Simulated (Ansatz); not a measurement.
A geometry of ScSi away from equilibrium: step 3 of the relaxation of a relaxed ScSi cell displaced along its unstable phonon at q = (½, 0, 0) of its primitive reciprocal cell (84i cm⁻¹), largest move 0.15 Å. Method: PBEsol (plane waves to 420 eV, PAW, scalar-relativistic; Ansatz, an electronic-structure program). Γ-centred k-mesh 4×7×6 on the run's cell (coarser than for final values), Fermi–Dirac smearing 0.05 eV.

```xyz
8
Lattice="9.2900 0.0000 0.0000 0.0000 4.5794 0.0000 0.0000 0.0000 5.1315" Properties=species:S:1:pos:R:3:forces:R:3 pbc="T T T" free_energy=-10929.489 pressure_GPa=-0.2
Sc     0.4861     2.2897     0.0000    0.2274    0.0000    0.0000
Sc     4.1589     2.2897     0.0000   -0.2274    0.0000    0.0000
Sc     2.3225     0.0000     2.5658    0.0000    0.0000    0.0000
Sc     6.9675     0.0000     2.5658    0.0000    0.0000    0.0000
Si    -0.0153     0.0000     1.2791   -0.1558    0.0000   -0.0945
Si     4.6603     0.0000     1.2791    0.1558    0.0000   -0.0945
Si    -0.0153     0.0000     3.8524   -0.1558    0.0000    0.0945
Si     4.6603     0.0000     3.8524    0.1558    0.0000    0.0945
```

Positions in Å, forces in eV/Å, free energy of the cell in eV (comparable only within this code, potentials and settings). Largest force: 0.23 eV/Å, on Sc1, Sc2 (atoms numbered as listed); the geometry lies 0.03 eV/atom above the end of its relaxation.

No spin polarisation in the result.

The run could not lose the symmetry of its start, so the end can be a saddle point.

The end of the path is a generated cell of ScSi: the first start was made by placing the elements on the sites of a structure type, and the end was not matched to a known phase here, so it may be hypothetical.
